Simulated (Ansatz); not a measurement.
AlFe (CsCl type)

```xyz
2
Lattice="2.8747 0.0000 0.0000 0.0000 2.8747 0.0000 0.0000 0.0000 2.8747" Properties=species:S:1:pos:R:3 pbc="T T T"
Al     0.0000     0.0000     0.0000
Fe     1.4374     1.4374     1.4374
```

The slice is a {210} plane (indices of the conventional cell) through the point (0.000, 0.000, 0.000) (fractional), spanned by u = [100] and v = [021] in vectors of this cell: u (2.87 Å) and v (6.43 Å, at 90° to u). It covers one period; positions are fractions (u, v).

The numbers are results of PBE (plane waves to 420 eV, PAW, scalar-relativistic; Ansatz, an electronic-structure program), not measurements. k mesh 16×16×16. Inside the PAW spheres the values are not all-electron values, and peaks at nuclei hang on which shells count as valence. AlFe was relaxed with its symmetry unable to fall. Relaxed AlFe ends ferromagnetic. Other magnetic orders were not checked, so this need not be the ground state.

Q: Predict the map of the electron localisation function (ELF) on the slice.

A: 
```
|xxx.#@@@@@#.xx|
|xx =%@@@@@%= x|
| .=#@@%%%@@#=.|
|*#%@@#***#@@%#|
|@@@%#+---+#%@@|
|@@%*=::.::=*%@|
|@%*=:::::::=*%|
|%#+-:-----:-+#|
|%#+::=+++=::+#|
|@%+--+***+--+%|
|@%*--=+++=--*%|
|@@#=-:---:-=#@|
|@@#+-:...:-+#@|
|@@%#+=-:-=+#%@|
|@@@%#*****#%@@|
|@@@@%%%#%%%@@@|
|@@@%#*****#%@@|
|@@%#+=-:-=+#%@|
|@@#+-:...:-+#@|
|@@#=-:---:-=#@|
|@%*--=+++=--*%|
|@%+--+***+--+%|
|%#+::=+++=::+#|
|%#+-:-----:-+#|
|@%*=:::::::=*%|
|@@%*=::.::=*%@|
|@@@%#+---+#%@@|
|*#%@@#***#@@%#|
| .=#@@%%%@@#=.|
|xx =%@@@@@%= x|
|xxx.#@@@@@#.xx|
|xxx *@@@@@* xx|
```
Scale: ten equal steps from 0.06 (start of ' ') to 0.53 (end of '@'), in the order ' .:-=+*#%@'. Values: electron localisation function (ELF). The map has 14 points along u (one character each, u = 0 at the left) and 32 along v (v = 0 in the bottom row). Points within 0.5 Å of a nucleus are blanked (x), as the pseudised field means little there.
